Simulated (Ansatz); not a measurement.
Question: ScNi$_{3}$N (anti-perovskite, Pm-3m) is relaxed with the program Ansatz at the PBE level (PAW). What lattice parameters of the conventional cell result?

Answer: a = 3.871 Å.

Question: Is it a metal or does it have a gap at this level?

Answer: No gap at this level.

The start of the workflow was typed in or built on a structure type; neither database checked (COD, Materials Project) lists it. Its standing as an ambient phase is unchecked. The PBE relaxation kept the symmetry of its start; its stability against distortions is not shown here. The workflow began spin-polarised and lost its moments.

Potentials: the earlier of the program's two PAW sets.
